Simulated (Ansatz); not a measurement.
# Surface calculation: fcc Au (111), 5 layers

The slab is cut from the fcc crystal, the stable phase, as relaxed on PAW files (16.59 Å³/atom), with 16 Å of vacuum and a dipole correction:

```
Au
1.0
     2.86261    0.00000    0.00000
    -1.43130    2.47909    0.00000
     0.00000    0.00000   25.34920
Au
5
Direct
  0.83333 0.16667 0.31559
  0.16667 0.83333 0.40780
  0.50000 0.50000 0.50000
  0.83333 0.16667 0.59220
  0.16667 0.83333 0.68441
```

All numbers are LDA results (scalar-relativistic) from Ansatz 0.2.0, with a Γ-centred 13×13×1 k mesh, Fermi–Dirac smearing of 0.05 eV, no spin polarisation. Methods: LAPW: all electrons, basis error target 1 meV/atom; PAW: frozen-core files, cutoff 420 eV.

The bulk energy comes from a cell in the slab's orientation on a 13×13×5 mesh. The surface energy is (E(slab) − N·E(bulk))/2A at zero smearing, the mean of both faces; thin slabs carry quantum-size effects.

Spin–orbit coupling is left out, which matters for the heavy atoms. The PAW files were made under PBE. The cell is 1×1, so reconstructions are forbidden, and in slabs of four or five layers the relaxations can be far larger than at a real surface.

Q: As cut, the LAPW slab lies 1.019 eV above 5 atoms of bulk. What surface energy is that?

A: Over two faces of 7.10 Å² it is 71.8 meV/Å², and times 16.02 J/m² per eV/Å² that gives γ = 1.151 J/m².

```json
{"method": "LAPW", "γ as cut (J/m²)": "1.151", "γ relaxed (J/m²)": "1.150", "Φ as cut (eV)": "5.49", "Φ relaxed (eV)": "5.49"}
{"method": "PAW", "γ as cut (J/m²)": "1.151", "γ relaxed (J/m²)": "1.150", "Φ as cut (eV)": "5.49", "Φ relaxed (eV)": "5.49"}
```

Q: How do the spacings between the planes relax?

A: From the bottom face up: d12 +0.6 % of 2.337 Å, d23 -0.3 % of 2.337 Å, d34 -0.3 % of 2.337 Å, d45 +0.6 % of 2.337 Å.

Q: What changes if relativity is switched off, at the same positions?

A: LAPW then gives: no gap, work function 4.76 eV.

Q: What changes if the images along the normal are cut off in place of the dipole correction?

A: LAPW then gives: no gap, work function 5.49 eV; PAW: no gap, work function 5.49 eV.

Q: A 4f core hole is made on one atom of each kind in every 1×1 cell (PAW hole dataset, neutral cell, valence without spin). What does it cost by layer?

A: layer 1 84.98 eV, layer 2 85.38 eV, layer 3 85.42 eV. Shifts between layers mean more than the absolute values, and a whole layer of holes screens otherwise than one hole.
